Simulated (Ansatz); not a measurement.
The calculation used Ansatz, DFT PBE+D3(BJ), scalar-relativistic, plane waves, PAW. All cells share a 420 eV cutoff and Γ-centred k meshes spaced at most about 0.3 Å⁻¹ (about 0.25 or finer for metals, 2π included). No spin polarisation in the final relaxations.

These are static total energies at zero pressure. All come from trial cells, and lower structures may exist.

Question: Order these relaxed structures of BiAs by energy, lowest first, with the energy over the lowest of them.
A.

Space group P-3m1 (No. 164). a = 4.048 Å, b = 4.048 Å, c = 8.635 Å, α = 90.00°, β = 90.00°, γ = 120.00°
| atom | site | symmetry | x | y | z |
| --- | --- | --- | --- | --- | --- |
| Bi | 2c | 3m. | 0.0000 | 0.0000 | 0.7113 |
| As | 2d | 3m. | 0.3333 | 0.6667 | 0.8889 |

B.

Space group R-3m:H (No. 166). a = 4.152 Å, b = 4.152 Å, c = 22.230 Å, α = 90.00°, β = 90.00°, γ = 120.00°
```json
{"atom": "Bi", "site": "6c", "symmetry": "3m", "x": "0.6667", "y": "0.3333", "z": "0.7258"}
{"atom": "As", "site": "6c", "symmetry": "3m", "x": "0.3333", "y": "0.6667", "z": "0.7919"}
```

Answer: B (0 meV/atom), A (67 meV/atom). Forms: B R-3m; A P-3m1. Counting As atoms around Bi (those within 1.25 times the shortest such distance or 1.15 times the sum of covalent radii, 1.27 where that leaves under three): B has Bi 3; A has Bi 3.

Spin–orbit coupling, which can matter for Bi, is left out. Cells relaxed within their symmetry can be saddle points. The R-3m cell of BiAs came from shaking the P-3m1 one. Some candidate types were left out of the draw beforehand, so a known form may be missing.
